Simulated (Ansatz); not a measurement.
Level of theory: DFT PBE, scalar-relativistic, plane waves, PAW in Ansatz 0.2.0. All cells share a 420 eV cutoff and Γ-centred k meshes spaced at most about 0.3 Å⁻¹ (about 0.25 or finer for metals, 2π included). No spin polarisation in the final relaxations.

Temperature and zero-point effects are left out. All come from trial cells, and lower structures may exist.

Problem. Which of these relaxed structures of NaLu is the lowest in energy?
A.

```
Na Lu
1.0
     0.00000    3.17945    3.17945
     3.17945    0.00000    3.17945
     3.17945    3.17945    0.00000
Na Lu
1 1
Direct
  0.50000 0.50000 0.50000
  0.00000 0.00000 0.00000
```

B.

```
Na Lu
1.0
     3.94189    0.00000    0.00000
     0.00000    3.94189    0.00000
     0.00000    0.00000    3.94189
Na Lu
1 1
Direct
  0.00000 0.00000 0.00000
  0.50000 0.50000 0.50000
```

Solution. B. It has the caesium chloride type, space group Pm-3m (No. 221); the next, A, with the rock salt type, space group Fm-3m (No. 225), lies 0.38 eV/atom higher. Counting all near atoms (those within 1.25 times the shortest distance at each site; a plus sign parts nearer from farther groups), the lowest has Na 8+6, Lu 8+6 and the next has Na 6, Lu 6. Even the lowest lies +0.51 eV/atom against the elements.

Cells relaxed within their symmetry can be saddle points. Some candidate types were left out of the draw beforehand, so a known form may be missing.
